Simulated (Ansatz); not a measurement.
Here is the system:

KZnF$_{3}$:
```
CELL_PARAMETERS angstrom
      4.05217     0.00000     0.00000
      0.00000     4.05217     0.00000
      0.00000     0.00000     4.05217
ATOMIC_POSITIONS crystal
  K  0.00000 0.00000 0.00000
  Zn 0.50000 0.50000 0.50000
  F  0.50000 0.50000 0.00000
  F  0.00000 0.50000 0.50000
  F  0.50000 0.00000 0.50000
```

This is the PBEsol-relaxed structure.

Question: All from PBEsol (plane waves, PAW; program Ansatz), unless another level is named. Estimate the Poisson's ratio.

Answer: 0.30.

Question: And the elastic constants (relaxed ions, GPa)?

Answer: C11 = 135, C12 = 52.1, C44 = 33.4.

Space group Pm-3m (cubic perovskite). The cell was relaxed with PBEsol under the symmetry of its start.

Potentials: the later of the program's two PAW sets.
